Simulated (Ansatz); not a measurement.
# Property card for LaSb

LaSb (rock salt, Fm-3m), a = 6.4009 Å, b = 6.4009 Å, c = 6.4009 Å, α = 90.00°, β = 90.00°, γ = 90.00°; the cell used has 2 atoms.

Space group Fm-3m (No. 225), rock salt; conventional cell a = b = c = 6.4009 Å, α = β = γ = 90.00°.

Method: LDA (plane waves, PAW; program Ansatz). Structure relaxed to zero pressure with the same functional. Other levels are named where they apply.

Cell and energy:

```yaml
volume_per_atom: 32.78 Å³
density: 6.60 g/cm³
Formation energy from the elements (no fitted shifts): -1257 meV/atom
```

Electronic structure:

```yaml
electronic_character: metallic (no gap)
Density of states at the Fermi level: 0.12 states/eV per atom (mean over ±0.08 eV)
```

Mechanics:

```yaml
Bulk modulus (Birch–Murnaghan fit): 60.8 GPa
Pressure derivative B′: 4.1
Elastic constants (relaxed ions, GPa): C11 = 153, C12 = 14.6, C44 = 18.3
mechanical_stability: stable (all eigenvalues of C positive)
hill_bulk_and_shear_moduli: 60.7 and 32.3 GPa
Young's modulus: 82.4 GPa
Poisson's ratio: 0.27
debye_temperature_from_the_elastic_constants: 229 K
```

Phonons:

```yaml
highest_zone_centre_frequency: 129 cm⁻¹
zone_centre_stability: no imaginary mode at Γ
```

The first step of the workflow began from a Materials Project structure, measured or hypothetical; the Crystallography Open Database files this formula in space group No. 225, but the cells were not matched. Whether it is the stable phase at ambient conditions was not checked. The LDA relaxation kept the symmetry of its start. As this level gives no gap, shear constants depend on the k-mesh and smearing (Fermi–Dirac, 0.1 eV here). As this level gives no gap, phonon frequencies hold no LO–TO term and depend on the k-mesh and smearing (Fermi–Dirac, 0.1 eV here). The references are the lowest solids computed at this level, not always the standard phases. Scalar-relativistic: spin–orbit coupling is off unless named, which matters more the heavier the elements.

Potentials: the later of the program's two PAW sets.
